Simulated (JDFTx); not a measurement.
An input for JDFTx (a modified build) (Ir(111), linear PCM (GLSSA13), water, 1 M KCl; bohr, hartree) and the course of its log:

```
lattice \
  5.1497683269 2.5748841634 0.0000000000 \
  0.0000000000 4.4598301880 0.0000000000 \
  0.0000000000 0.0000000000 42.8967830290
coords-type Lattice
ion Ir 0.0000000000 0.0000000000 -0.1470308940 0
ion Ir 0.3333333333 0.3333333333 -0.0490102980 0
ion Ir 0.6666666667 0.6666666667 0.0490102980 0
ion Ir 0.0000000000 0.0000000000 0.1470308940 0
ion-species pseudo/ir_pbe_v1.2.upf
elec-cutoff 20 100
elec-ex-corr gga-PBE
coulomb-interaction Slab 001
coulomb-truncation-embed 0 0 0
kpoint-folding 10 10 1
elec-smearing Fermi 0.01
elec-n-bands 41
target-mu -0.176029
electronic-scf nIterations 100 energyDiffThreshold 1e-10
fluid LinearPCM
pcm-variant GLSSA13
fluid-solvent H2O
fluid-cation K+ 1
fluid-anion Cl- 1
fluid-minimize nIterations 400 knormThreshold 1e-11
wavefunction read f0.wfns
elec-initial-eigenvals f0.eigenvals
elec-initial-fillings read f0.fillings
fluid-initial-state f0.fluidState
dump-name f0_u0.$VAR
dump End State Ecomponents EigStats BandEigs Forces ElecDensity IonicPositions Fillings Kpoints Dtot FluidDebug BoundCharge FluidDensity
```

```
[one cycle in 5 is shown, and the last three; fluid-solver lines are left out]
	FillingsUpdate:  mu: -0.176029000  nElectrons: 62.366394
SCF: Cycle:  0   G: -291.692800988855595   dG: +3.571e+00   |Residual|: 2.146e-01   |deigs|: 1.492e-07
	FillingsUpdate:  mu: -0.176029000  nElectrons: 60.281587
SCF: Cycle:  5   G: -295.228905127179871   dG: -1.323e-02   |Residual|: 1.734e-02   |deigs|: 1.130e-03
	FillingsUpdate:  mu: -0.176029000  nElectrons: 60.059640
SCF: Cycle: 10   G: -295.264552543470188   dG: -8.294e-04   |Residual|: 1.094e-03   |deigs|: 5.483e-04
	FillingsUpdate:  mu: -0.176029000  nElectrons: 60.055997
SCF: Cycle: 15   G: -295.264620001049138   dG: -2.934e-04   |Residual|: 6.532e-04   |deigs|: 7.675e-04
	FillingsUpdate:  mu: -0.176029000  nElectrons: 60.051312
SCF: Cycle: 20   G: -295.264640911511719   dG: +1.080e-06   |Residual|: 1.145e-04   |deigs|: 7.384e-05
	FillingsUpdate:  mu: -0.176029000  nElectrons: 60.050031
SCF: Cycle: 25   G: -295.264641963805900   dG: -8.433e-07   |Residual|: 2.339e-05   |deigs|: 1.111e-05
	FillingsUpdate:  mu: -0.176029000  nElectrons: 60.050662
SCF: Cycle: 30   G: -295.264641841429579   dG: +1.236e-07   |Residual|: 4.345e-05   |deigs|: 4.431e-06
	FillingsUpdate:  mu: -0.176029000  nElectrons: 60.050240
SCF: Cycle: 35   G: -295.264641996518833   dG: -5.074e-06   |Residual|: 9.058e-06   |deigs|: 2.153e-05
	FillingsUpdate:  mu: -0.176029000  nElectrons: 60.051418
SCF: Cycle: 40   G: -295.264641051672129   dG: +9.440e-07   |Residual|: 1.072e-04   |deigs|: 9.473e-06
	FillingsUpdate:  mu: -0.176029000  nElectrons: 60.050215
SCF: Cycle: 45   G: -295.264641992669283   dG: -4.199e-08   |Residual|: 2.053e-05   |deigs|: 2.806e-06
	FillingsUpdate:  mu: -0.176029000  nElectrons: 60.050183
SCF: Cycle: 50   G: -295.264641989017264   dG: -1.516e-06   |Residual|: 1.319e-05   |deigs|: 1.229e-05
	FillingsUpdate:  mu: -0.176029000  nElectrons: 60.050132
SCF: Cycle: 55   G: -295.264641982547118   dG: -1.522e-07   |Residual|: 1.545e-05   |deigs|: 5.046e-06
	FillingsUpdate:  mu: -0.176029000  nElectrons: 60.050162
SCF: Cycle: 60   G: -295.264641981616933   dG: -2.155e-07   |Residual|: 1.808e-05   |deigs|: 5.523e-06
	FillingsUpdate:  mu: -0.176029000  nElectrons: 60.050533
SCF: Cycle: 65   G: -295.264641917083793   dG: +5.980e-08   |Residual|: 3.260e-05   |deigs|: 2.487e-06
	FillingsUpdate:  mu: -0.176029000  nElectrons: 60.050182
SCF: Cycle: 70   G: -295.264641979773614   dG: -4.473e-07   |Residual|: 2.081e-05   |deigs|: 7.508e-06
	FillingsUpdate:  mu: -0.176029000  nElectrons: 60.050165
SCF: Cycle: 75   G: -295.264641982680303   dG: -1.456e-08   |Residual|: 1.156e-05   |deigs|: 9.282e-07
	FillingsUpdate:  mu: -0.176029000  nElectrons: 60.050109
SCF: Cycle: 80   G: -295.264641924434443   dG: +2.912e-08   |Residual|: 4.819e-05   |deigs|: 3.627e-06
	FillingsUpdate:  mu: -0.176029000  nElectrons: 60.050157
SCF: Cycle: 85   G: -295.264641982314288   dG: -2.994e-09   |Residual|: 8.966e-06   |deigs|: 7.400e-07
	FillingsUpdate:  mu: -0.176029000  nElectrons: 60.050103
SCF: Cycle: 90   G: -295.264641977714916   dG: -7.922e-08   |Residual|: 1.537e-05   |deigs|: 2.394e-06
	FillingsUpdate:  mu: -0.176029000  nElectrons: 60.050955
SCF: Cycle: 95   G: -295.264641572213691   dG: +4.136e-07   |Residual|: 7.167e-05   |deigs|: 6.787e-06
	FillingsUpdate:  mu: -0.176029000  nElectrons: 60.050118
SCF: Cycle: 97   G: -295.264641972476511   dG: +2.118e-09   |Residual|: 1.531e-05   |deigs|: 9.775e-07
	FillingsUpdate:  mu: -0.176029000  nElectrons: 60.050255
SCF: Cycle: 98   G: -295.264641988245671   dG: -1.577e-08   |Residual|: 7.999e-06   |deigs|: 1.092e-06
	FillingsUpdate:  mu: -0.176029000  nElectrons: 60.051205
SCF: Cycle: 99   G: -295.264641297918843   dG: +6.903e-07   |Residual|: 9.184e-05   |deigs|: 7.946e-06
SCF: None of the convergence criteria satisfied after 100 iterations.
IonicMinimize: Iter:   0  G: -295.264641297918843  |grad|_K:  0.000e+00
IonicMinimize: Converged (|grad|_K<1.000000e-04).
```

This run gave no converged result. The loop ran out of cycles short of its threshold. It has stalled and not diverged: the last ten energies span 7e-07 Ha, so the total is near its end, but levels, forces and the electron count aren't shown converged.
